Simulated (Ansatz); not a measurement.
Cu Kα1 powder pattern (kinematic, no thermal factors).
```tsv
2θ (°)	relative intensity
22.20	22
23.95	73
33.33	5
33.57	5
36.07	4
37.49	40
39.83	71
40.04	100
42.20	45
42.34	29
43.14	44
45.30	11
47.81	13
49.04	6
49.70	3
50.52	1
53.26	14
55.59	2
55.75	2
57.45	2
58.46	23
60.69	5
62.04	19
64.33	8
65.04	3
67.83	16
68.08	4
68.26	1
68.79	7
70.00	1
70.57	8
70.86	12
71.57	1
71.99	4
72.37	4
72.89	4
74.62	3
75.25	1
75.61	2
76.02	8
76.86	11
77.00	15
77.34	5
77.94	11
78.46	8
79.98	3
80.46	2
82.48	3
83.48	3
84.25	2
84.75	8
85.89	1
86.42	9
87.37	5
87.38	2
87.78	5
88.61	4
```

The pattern is computed from a structure relaxed with DFT PBE, scalar-relativistic, plane waves, PAW in Ansatz 0.2.0. No spin polarisation. Its elements are Si, W.

Problem. Give the structure.

Solution. SiW$_{2}$.
Space group P2_1/m (No. 11). a = 2.749 Å, b = 4.190 Å, c = 8.065 Å, α = 90.00°, β = 97.18°, γ = 90.00°
| atom | site | symmetry | x | y | z |
| --- | --- | --- | --- | --- | --- |
| Si | 2e | m | 0.1377 | 0.7500 | 0.7698 |
| W | 2e | m | 0.1988 | 0.2500 | 0.5795 |
| W | 2e | m | 0.2976 | 0.7500 | 0.1034 |

A pattern alone doesn't exclude other cells with like lines; this is the one computed.

Another cell of SiW2 relaxed alike, in Pmmn, lies 153 meV/atom lower, so this cell isn't the stable form at this level.

It was reached by relaxing an invented guess, and it needn't be the stable form of this composition.
